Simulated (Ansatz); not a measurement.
BaF2:
```
BaF2
1.0
    0.00000     3.09736     3.09736
    3.09736     0.00000     3.09736
    3.09736     3.09736     0.00000
Ba F
1 2
Direct
  0.00000   0.00000   0.00000
  0.25000   0.25000   0.25000
  0.75000   0.75000   0.75000
```

Relaxed with r²SCAN.

Question: Give the Bader charges and basin volumes of the independent atoms, r²SCAN (plane waves, PAW; program Ansatz).

Answer: 

```
atom  Bader charge (e)  Bader volume (Å³)
----  ----------------  -----------------
Ba1              +1.72               24.2
F2               -0.86               16.6
```

Space group Fm-3m (fluorite). The cell was relaxed with r²SCAN under the symmetry of its start. Scalar-relativistic: spin–orbit coupling is off unless named, which matters more the heavier the elements.

Potentials: the later of the program's two PAW sets.
